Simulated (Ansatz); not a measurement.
# LiFeAsHO₅ — contact hyperfine fields

Cell: a refined structure from the COD whose atoms were relaxed with PBE, the cell held.

```
Li Fe H As O
1.0
     5.26520    0.00000    0.00000
    -0.77840    5.42858    0.00000
    -1.95311   -2.91631    6.50691
Li Fe H As O
2 2 2 2 10
Direct
  0.56390 0.44671 0.81682
  0.43610 0.55329 0.18318
  0.50000 0.00000 0.00000
  0.00000 0.50000 0.50000
  0.49162 0.73166 0.64405
  0.50838 0.26834 0.35595
  0.94994 0.13670 0.76679
  0.05006 0.86330 0.23321
  0.29551 0.24094 0.88630
  0.70449 0.75906 0.11370
  0.83546 0.35761 0.67032
  0.16454 0.64239 0.32968
  0.80520 0.17318 0.95272
  0.19480 0.82682 0.04728
  0.37616 0.68943 0.72021
  0.62384 0.31057 0.27979
  0.82948 0.81556 0.58160
  0.17052 0.18444 0.41840
```

Atom numbers follow the list; atoms alike are taken as one site, whose name carries the number of the first.

All values are calculated (Ansatz; DFT, PBE, plane waves and PAW, scalar-relativistic, collinear spin, 420 eV cutoff, Γ-centred 4×4×3 k-points, Fermi–Dirac smearing 0.02 eV), not measured. Start moments as typed (μB): 0 0 5 -5 0 0 0 0 0 0 0 0 0 0 0 0 0 0 by atom. The program fits them to the shells of the files, so those used differ somewhat.

B_c = (2μ₀/3)μB(ρ↑ − ρ↓), with the spin density averaged over the Thomson radius around the nucleus, 7.77 T per e/Å³, positive along the up direction of the run. The valence column is what the valence and semicore waves of the PAW files give as listed; the rest comes from solving these waves and the inner shells again in each spin's potential.

**Question.** What moments and contact fields does each site carry?

**Answer.** The cell's net moment is 0.00 μB; the site moments, counted in spheres around the atoms, add up to -0.06 μB, and the difference lies between the spheres. One atom of each set is listed.

```
site  atom  m (μB)  B_c (T)  valence column (T)  rest (T)
  Li     1    0.00      0.0                 0.0       0.0
 Fe3     3    3.66    -31.5                44.3     -75.8
 Fe4     4   -3.76     33.1               -43.4      76.6
   H     5    0.00      0.0                 0.0       0.0
  As     7    0.00      2.9                 2.7       0.1
  O9     9    0.08      5.5                 6.4      -0.9
 O11    11   -0.08     -5.3                -6.3       0.9
 O13    13    0.10      7.4                 8.5      -1.1
 O15    15    0.00      0.1                 0.1       0.0
 O17    17   -0.08     -6.1                -7.0       0.9
```

On Fe4 the field amounts to -8.8 T per μB of the site's moment: core polarisation sets it against the moment.

At this cell the PBE pressure is 4 GPa, with principal stresses up to 5 GPa in size, so it isn't the equilibrium cell of PBE. The entry's hydrogen positions were far off; the other atoms hardly move on relaxation. The magnetic order is the one that the run reached from its start moments, not necessarily the measured one. Semilocal functionals underestimate core polarisation, so for a given moment the contact field on a magnetic ion comes out too small, by up to a factor of two. Orbital and dipolar fields are left out; they are small for half-filled shells and for d³ or d⁸ ions in regular octahedra, but can rival the contact field on other open-shell ions. The positions come from a relaxation that may have had another order of the moments. Fields under about 2 T can be off by more than a tenth. The zeros on Li and H can come from up and down neighbours that cancel in this order.
